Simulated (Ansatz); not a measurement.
CaI2:
```
CELL_PARAMETERS angstrom
      4.48979     0.00000     0.00000
     -2.24490     3.88828     0.00000
      0.00000     0.00000     7.05712
ATOMIC_POSITIONS crystal
  Ca 0.00000 0.00000 0.00000
  I  0.33333 0.66667 0.25021
  I  0.66667 0.33333 0.74979
```

Relaxed with r²SCAN+D4.

Q: Map the electron localisation function on the plane through (0.000, 0.000, 0.000) spanned by u = [0, 0, 1] and v = [1, -1, 0] in lattice vectors, from DFT-r²SCAN+D4 in the program Ansatz with PAW potentials.

A: x is the fraction of u, y of v (the angle between them is 90°; rows are the nearest grid lines); atoms in the plane: Ca at (0.00, 0.00), I at (0.25, 0.33), I at (0.75, 0.67).
```
|%%@@%+                        +%@@%%|
|@@@@#:                        :#@@@@|
|@@@%=.                ..:::.   =%@@@|
|==:.                :=*##%%%#=.  :-=|
|                  .=*%%@@%%@@@%#=.  |
|                  :*%%@%%%##%%@@%+: |
|=.               :+%@@%#*+++**#%%%#=|
|+:               =#@@%#*-.:.:=*#%%#+|
|+:               =#@@%#*-.:.:=*#%%#+|
|+:               :*%@%##+-::-+*#%%#+|
|:   .:==++==-.    :*%@%%##**##%%%#+:|
|  :=*#%%%%%%%#+:   .=#%%%%%%%%%%*=. |
| .=*%%%%%%%%%%#=.   :+#%%%%%%%#*=:  |
|:+#%%%##**##%%@%*:    .-==++==:.   :|
|+#%%#*+-::-+##%@%*:               :+|
|+#%%#*=:.:.-*#%@@#=               :+|
|+#%%#*=:.:.-*#%@@#=               :+|
|=#%%%#**+++*#%@@%+:               .=|
| :+%@@%%##%%%@%%*:                  |
|  .=#%@@@%%@@%%*=.                  |
|=-:  .=#%%%##*=:                .:==|
|@@@%=   .:::..                .=%@@@|
|@@@@#:                        :#@@@@|
|%%@@%+                        +%@@%%|
```
Scale: ten equal steps from 0.002 (start of ' ') to 0.866 (end of '@'), in the order ' .:-=+*#%@'; x runs from 0.000 to 1.00, y from 0.000 (bottom) to 1.00 (top).

The density is the valence pseudo-density with augmentation charge, so density and ELF within about 1 Å of a nucleus are not all-electron values.

Space group P-3m1 (CdI2 type). The workflow started from a Materials Project entry (that database holds measured and hypothetical structures alike); the Crystallography Open Database files this formula in space group No. 164, but the cells were not matched. Whether it is the stable phase at ambient conditions was not checked. Symmetry was held in the r²SCAN+D4 relaxation; phonons on a q-mesh show no instability. Spin–orbit coupling is left out wherever it is not named.

Potentials: the later of the program's two PAW sets.
